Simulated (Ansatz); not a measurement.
## CsHgCl3: course of a relaxation

All numbers below come from Ansatz, DFT r2SCAN, scalar-relativistic, plane waves, PAW. Settings: 500 eV cutoff, 8×8×8 k-mesh, Gaussian smearing of 0.10 eV, no spin polarisation.

What was changed: relaxed at 8 GPa.

Spin–orbit coupling is left out, which can shift energies with elements as heavy as these.

Other phases may be more stable at this pressure.

Command:

```bash
ansatz run input.yaml --threads 1 --pin off --max-ram 2560MiB --backend cpu --events-out ev --progress --plain --runs-dir out
```

Input:

```yaml
crystal:
  lattice:
    - [5.0599914642, 0.0, 0.0]
    - [0.0, 5.0599914642, 0.0]
    - [0.0, 0.0, 5.0599914642]
  atoms:
    - { symbol: Cs, position: [0.0, 0.0, 0.0] }
    - { symbol: Hg, position: [0.5, 0.5, 0.5] }
    - { symbol: Cl, position: [0.0, 0.5, 0.5] }
    - { symbol: Cl, position: [0.5, 0.0, 0.5] }
    - { symbol: Cl, position: [0.5, 0.5, 0.0] }
basis:
  ecutwfc: 500
kpoints:
  mp_grid: { grid: [8, 8, 8] }
hamiltonian:
  xc: r2scan
scf:
  occupations: { method: gaussian, width: 0.1 }
output:
  forces: true
  stress: true
  eigenvalues: true
relax:
  adjacent_minimum: "off"
  f_tol: 0.008
  max_steps: 50
  cell: { stress_tol: 0.08, p_target: 8.0 }
```

F is the free energy. Steps run on the plane waves of an earlier cell, but the last one, and at times one on the way, on a freshly chosen basis, so a repeated geometry can differ a little in energy. The relaxation lowers the enthalpy F + PV at the target pressure, so F itself can rise.

Steps:

```csv
step,F − F(1) (eV),largest force component (eV/Å),V (Å³/atom),P (GPa)
1,0.0000,0.000,25.911,7.65
2,0.0425,0.000,25.737,8.12
3,0.0311,0.000,25.783,8.00
4,0.0312,0.000,25.783,8.00
```

Relaxed structure:

```cif
data_structure
_symmetry_space_group_name_H-M 'P 1'
_symmetry_Int_Tables_number 1
_cell_length_a 5.0517
_cell_length_b 5.0517
_cell_length_c 5.0517
_cell_angle_alpha 90.000
_cell_angle_beta 90.000
_cell_angle_gamma 90.000
_cell_volume 128.91
loop_
_atom_site_label
_atom_site_type_symbol
_atom_site_fract_x
_atom_site_fract_y
_atom_site_fract_z
_atom_site_occupancy
Cs1 Cs 0.00000 0.00000 0.00000 1
Hg1 Hg 0.50000 0.50000 0.50000 1
Cl1 Cl 0.00000 0.50000 0.50000 1
Cl2 Cl 0.50000 0.00000 0.50000 1
Cl3 Cl 0.50000 0.50000 0.00000 1
```

The structure is cubic, space group Pm-3m (No. 221). Conventional cell: a = 5.052 Å, b = 5.052 Å, c = 5.052 Å, α = 90.00°, β = 90.00°, γ = 90.00°. Cs (site symmetry m-3m) is surrounded by 12 Cl at 3.57 Å. Around Hg (site symmetry m-3m) lie 6 Cl at 2.53 Å. Around Cl (site symmetry 4/mmm) lie 2 Hg at 2.53 Å.

The run converged. Time: 65 s on 1 thread of Arm Neoverse V2, on a shared host, peak memory 0.74 GiB.